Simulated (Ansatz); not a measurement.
TiPt3, DFT, PBEsol, PAW with Ansatz's default frozen-core files, scalar-relativistic (Ansatz 0.2.0), run on 1 thread of Intel(R) Xeon(R) 6975P-C (Granite Rapids) on a shared host.

The cell is COD entry 1539263, as deposited and not checked against the literature; nothing was relaxed. It is an old determination, and later ones may differ. The listed cell was then made from it by scaling, straining or moving an atom.

Command: `ansatz run input.yaml --threads 1 --pin off --max-ram 4096MiB --backend cpu --events-out ev --progress --plain --runs-dir out`

```yaml
crystal:
  lattice:
    - [3.9482821967, 0.0, 0.0]
    - [0.0, 3.9482821967, 0.0]
    - [0.0, 0.0, 3.9482821967]
  atoms:
    - { symbol: Ti, position: [0.0, 0.0, 0.0] }
    - { symbol: Pt, position: [0.0, 0.5, 0.5] }
    - { symbol: Pt, position: [0.5, 0.0, 0.5] }
    - { symbol: Pt, position: [0.5, 0.5, 0.0] }
kpoints:
  mp_grid: { grid: [9, 9, 9] }
scf:
  occupations: { method: fermi_dirac, width: 0.05 }
hamiltonian:
  xc: pbesol
  pseudopotentials: { kind: paw }
output:
  forces: true
  stress: true
  eigenvalues: true
  efg: { contact_densities: true }
```

Task: How large is the problem that the program sets up?

Result: 35 irreducible k-points, 1213 plane waves at Γ, 40 bands.

Task: About how long does it take, and how much memory does it use?

Result: 3.3 s of wall time for 6 SCF iterations, with a peak of 0.5 GiB. Times on shared machines scatter by tens of per cent.

Task: And the same cell and mesh by crystal-made all-electron datasets, asked for forces, stress, eigenvalues, efg, on the same hardware?

Result: 12 s, peak memory 0.76 GiB.
